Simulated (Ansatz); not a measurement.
A relaxed structure of TiPd is spoiled in several ways and relaxed again each time (noise and exchanges are one random draw each; squeezed and stretched starts keep its symmetry, which their runs cannot lower; pressure is positive under compression). Method: PBEsol (plane waves to 420 eV, PAW, scalar-relativistic; Ansatz, an electronic-structure program).

Space group Pmma (No. 51); a = 4.5299 Å, b = 2.7561 Å, c = 4.8357 Å, α = β = γ = 90.00°

```
atom  site  symmetry       x       y       z
----  ----  --------  ------  ------  ------
Ti      2e       mm2  0.2500  0.0000  0.7010
Pd      2f       mm2  0.2500  0.5000  0.1865
```

```csv
change,first pressure (GPa),largest first force (eV/Å),released (eV/atom),moves,outcome,final group,E − E(parent) (eV/atom)
with one Pd and one Ti atom exchanged in a cell of 4 atoms,0.9,0.76,0.24,25,"same energy, other cell",P4/mmm,+0.01
stretched uniformly to 150 % of its volume,-27.5,0.46,0.96,13,returns to the parent,Pmma,0.00
with every coordinate shifted by Gaussian noise of σ = 0.3 Å,–,–,2.8,16,"same energy, other cell",P2₁/m,0.00
```

First-step values come from each run's starting, coarser k-mesh (7×12×7, 6×10×6). Each cell has its own k-point mesh; energy differences are given only to the digits this allows. No spin polarisation in the result.

The relaxation started from an entry of Materials Project.
